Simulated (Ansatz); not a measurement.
Put EuS3 in P6/mmm (No. 191): Eu on 1b; S on 2c and 1a.

Computed with Ansatz 0.2.0, DFT PBE, scalar-relativistic, plane waves, PAW. Cutoff 420 eV, Γ-centred mesh, Gaussian smearing, collinear spin.

Formation energies are uncorrected and refer to the elements' standard structures at the same level.

**Question.** Which cell and coordinates does it relax to?

**Answer.**

Space group P6/mmm (No. 191). a = 4.788 Å, b = 4.788 Å, c = 5.275 Å, α = 90.00°, β = 90.00°, γ = 120.00°
| atom | site | symmetry | x | y | z |
| --- | --- | --- | --- | --- | --- |
| Eu | 1b | 6/mmm | 0.0000 | 0.0000 | 0.5000 |
| S | 2c | -6m2 | 0.3333 | 0.6667 | 0.0000 |
| S | 1a | 6/mmm | 0.0000 | 0.0000 | 0.0000 |

Around Eu lie 2 S at 2.64 Å; S on a site of symmetry -6m2 has 6 S at 2.76 Å; S on a site of symmetry 6/mmm has 2 Eu at 2.64 Å and 6 S at 2.76 Å. Another local minimum with the same sites may exist.

**Question.** And its energy and gap?

**Answer.** The energy over the elements is −0.07 eV/atom and the gap on the 12×12×10 mesh of the 4-atom cell is 0 eV (a metal). The net moment per atom is 1.72 μB and the moment by site is Eu 6.7 μB.

The last run used collinear spin and Gaussian smearing of 0.10 eV. In such compounds of Eu a zero gap at this level may well be an artefact, since no Hubbard U is applied. The reference form of S is held partly by dispersion forces, which this level lacks. Another magnetic order may lie lower. Symmetry constrained the relaxation, so the result can be a saddle point. Another cell of EuS3 relaxed alike, in P6_3/mmc, lies 0.60 eV/atom lower, so this cell isn't the stable form at this level. Site moments count only spheres around the atoms; the net moment includes the space between them.
